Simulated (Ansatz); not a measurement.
The start is a generated cell, AlCu built in the AFLOW prototype AB_oP8_62_c_c (B29, as in SnS). The structure is fully relaxed (lattice and positions, P = 0) with PBE (plane waves to 420 eV, PAW, scalar-relativistic; Ansatz, an electronic-structure program). The first steps use a coarse 4×10×9 k-mesh.

Initial structure:
```
AlCu
1.0
    9.24863     0.00000     0.00000
    0.00000     3.29410     0.00000
    0.00000     0.00000     3.58116
Al Cu
4 4
Direct
  0.61937   0.25000   0.38060
  0.11937   0.25000   0.11940
  0.38063   0.75000   0.61940
  0.88063   0.75000   0.88060
  0.35070   0.25000   0.02010
  0.85070   0.25000   0.47990
  0.64930   0.75000   0.97990
  0.14930   0.75000   0.52010
```

How large is the pressure on the unrelaxed cell, and of which sign?

+24.2 GPa (positive: the cell is compressed).

What is the largest force in the starting geometry, and on which atom (counted from 1)?

3.56 eV/Å, on Al1, Al2, Al3, Al4 (atoms numbered as listed).

Does the structure survive the relaxation? Give the final space group.

The space group goes from Pnma (No. 62) to Cmcm (No. 63), with 4 atoms in the primitive cell.

How much energy is released per atom?

0.74 eV/atom.

How does the volume per atom move from start to end?

+1.2 %, from 13.64 to 13.80 Å³/atom.

How do the shortest distances between atoms change?

The closest pairs of elements (up to four, under 3.6 Å), start → end: Al–Cu 2.17 → 2.52 Å; Cu–Cu 3.06 → 2.49 Å; Al–Al 2.88 → 2.88 Å.

Is the relaxed structure metallic? Give its gap.

Zero (metallic).

Write out the relaxed structure.


```cif
data_Al4Cu4
_chemical_formula_sum 'Al4 Cu4'
_space_group_name_H-M_alt 'Cmcm'
_space_group_IT_number 63
_space_group_name_Hall '-C 2c 2'
_cell_length_a 2.87565
_cell_length_b 9.50471
_cell_length_c 4.03814
_cell_angle_alpha 90.000
_cell_angle_beta 90.000
_cell_angle_gamma 90.000
loop_
_atom_site_label
_atom_site_type_symbol
_atom_site_symmetry_multiplicity
_atom_site_Wyckoff_symbol
_atom_site_fract_x
_atom_site_fract_y
_atom_site_fract_z
_atom_site_occupancy
Al1 Al 4 c 0.00000 0.15894 0.75000 1
Cu1 Cu 4 c 0.00000 0.57639 0.25000 1
```
(The calculation used a cell of 4 atoms; values per cell refer to that cell.)

Final values are on a 17×17×12 k-mesh of the relaxed cell. No spin polarisation in the result.

The run could not lose the symmetry of its start: the end is stationary, and may be a saddle point rather than a minimum.

The relaxed structure here is a generated cell of AlCu: the first start was made by placing the elements on the sites of a structure type, and the end was not matched to a known phase here, so it may be hypothetical.
